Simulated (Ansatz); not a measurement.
Question: Name crystals whose computed values (the program Ansatz at the r²SCAN level (PAW)) fall in these windows: gap (eV) 4.5 to 5.7; electron conductivity mass (mₑ) 0.35 to 0.49.

Answer: 

| crystal | gap (eV) | electron conductivity mass (mₑ) |
|---|---|---|
| Li2ZnCl4, spinel | 4.96 | 0.43 |
| BN, zinc blende | 5.00 | 0.37 |
| Rb2MgCl4, I4/mmm (Rb on 4e, Mg on 2a, Cl on 4e, Cl on 4c) | 5.65 | 0.41 |
| MgO, rock salt | 5.69 | 0.36 |
Others may fit too.

Standing as an ambient phase not checked: Li2ZnCl4, spinel; Rb2MgCl4, I4/mmm (Rb on 4e, Mg on 2a, Cl on 4e, Cl on 4c). All cells were relaxed under the symmetry of their starts (and spin orders); stability against distortions was not tested throughout. Spin–orbit coupling is left out wherever it is not named.

Potentials: the later of the program's two PAW sets.
